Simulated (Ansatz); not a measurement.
A geometry of Li away from equilibrium: step 2 of the relaxation of a relaxed Li cell displaced along its unstable phonon at q = (½, ½, 0) of its primitive reciprocal cell (172i cm⁻¹), largest move 0.15 Å. Method: r2SCAN (plane waves to 500 eV, PAW, scalar-relativistic; Ansatz, an electronic-structure program). Γ-centred k-mesh 12×12×12 on the run's cell (coarser than for final values), Fermi–Dirac smearing 0.05 eV.

```yaml
crystal:
  lattice:
    - [5.48274, 0.00000, 0.00000]
    - [2.74137, 2.74137, 0.00000]
    - [0.00000, 0.00000, 2.77718]
  atoms:
    - { symbol: Li, position: [0.00000, 0.00000, 0.12491] }
    - { symbol: Li, position: [0.50000, 0.00000, 0.87509] }
```

Question: Which atoms carry the largest force, and which way does it point?

Answer: 0.17 eV/Å, on Li1, Li2 (atoms numbered as listed); on Li1 its components are (0.00, 0.00, 0.17).

Question: What is the pressure?

Answer: +0.1 GPa, compression positive.

Question: How far above the relaxed end point is this geometry?

Answer: 0.08 eV/atom; the path ends in I4/mmm (No. 139) at a tolerance of 0.01 Å, Im-3m (No. 229) at 0.1 Å.

No spin polarisation in the result.

The run could not lose the symmetry of its start: the end is stationary, and may be a saddle point rather than a minimum.

The end of the path is a generated cell of Li: the first start was made by placing the elements on the sites of a structure type, and the end was not matched to a known phase here, so it may be hypothetical. Known forms of Li include space group No. 229.
